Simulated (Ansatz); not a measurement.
Pb (fcc, Cu type)

```xyz
4
Lattice="5.0341 0.0000 0.0000 0.0000 5.0341 0.0000 0.0000 0.0000 5.0341" Properties=species:S:1:pos:R:3 pbc="T T T"
Pb     0.0000     0.0000     0.0000
Pb     2.5171     2.5171     0.0000
Pb     2.5171     0.0000     2.5171
Pb     0.0000     2.5171     2.5171
```

In this cell atom 2 (Pb, nearest neighbour Pb at 3.560 Å; its periodic images, 5.0 Å or more away, move with it) is moved by s along Cartesian [110], unit vector (0.707, 0.707, 0.000); all other atoms and the cell stay fixed.

These are PBE (plane waves to 420 eV, PAW, scalar-relativistic; Ansatz, an electronic-structure program) values and carry that method's errors. k mesh 8×8×8 (Γ-centred), Fermi-Dirac smearing 0.05 eV. E stands for the smeared free energy. With partly filled bands, energies and forces of such displacements shift with the k mesh and the smearing. On this mesh the relaxed cell isn't quite at rest: it carries a pressure of 0.2 GPa (compression positive) at the zero of the scan. Pb was relaxed with its symmetry unable to fall. Spin-orbit coupling is left out, though Pb is heavy. The PAW data are Ansatz's earlier set. The relaxed volume of Pb is well above the measured one; the method has no dispersion term. The zero of ΔE is the undisplaced structure. The last digit holds for this mesh only.

```
s (Å)   ΔE (meV/cell)
------  -------------
-0.360           84.8
-0.288       withheld
-0.216           27.6
-0.144           11.9
-0.072            2.9
0.000             0.0
0.072             2.9
0.144            11.9
0.216            27.6
0.288        withheld
0.360            84.8
```

Q: Fit an even polynomial form (powers 2, 4) to the given rows and predict ΔE at s = -0.288.

A: Least squares on the 9 given rows: ΔE = (556.8)·s² + (752.2)·s⁴, in meV/cell with s in Å; root-mean-square residual 0.02 meV/cell. At -0.288 the fit gives 51.4 meV/cell; the calculation gives 51.3 meV/cell, so the interpolation is off by 0.1 (+0.2 %). The quadratic term alone would give 46.2 meV/cell.

(A displaced cell: forces are minus the slopes of the energy, force constants its curvatures, and phonons follow from these.)
